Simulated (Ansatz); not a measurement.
InSb:
Space group P6₃/mmc (No. 194); a = b = 4.1733 Å, c = 7.3484 Å, α = β = 90.00°, γ = 120.00°

| atom | site | symmetry | x | y | z |
|---|---|---|---|---|---|
| In | 2a | -3m. | 0.0000 | 0.0000 | 0.0000 |
| Sb | 2c | -6m2 | 0.3333 | 0.6667 | 0.2500 |

Relaxed with PBEsol.

### Question
Decompose the optical modes at the zone centre into irreducible representations, and say which are infrared and Raman allowed.

### Answer
Point group 6/mmm: Γ_opt = A2u + B1g + B2u + E1u + E2g + E2u. Infrared: A2u, E1u. Raman: E2g.

### Question
Assign frequencies (DFPT, DFT-PBEsol in the program Ansatz with PAW potentials).

### Answer
E2u 76, E2g 78, B1g 99, A2u 101, E1u 113, B2u 114 cm⁻¹.

Subscripts of B labels follow the axes of the standard setting.

Space group P6_3/mmc (NiAs type). The start of the workflow was typed in or built on a structure type; neither database checked (COD, Materials Project) lists it. It is not the phase usual at ambient conditions (space group No. 216). The PBEsol relaxation kept the symmetry of its start; of distortions, only those at the zone centre were tested. As this level gives no gap, phonon frequencies hold no LO–TO term and depend on the k-mesh and smearing (Fermi–Dirac, 0.1 eV here). Spin–orbit coupling is left out wherever it is not named.

Potentials: the later of the program's two PAW sets.
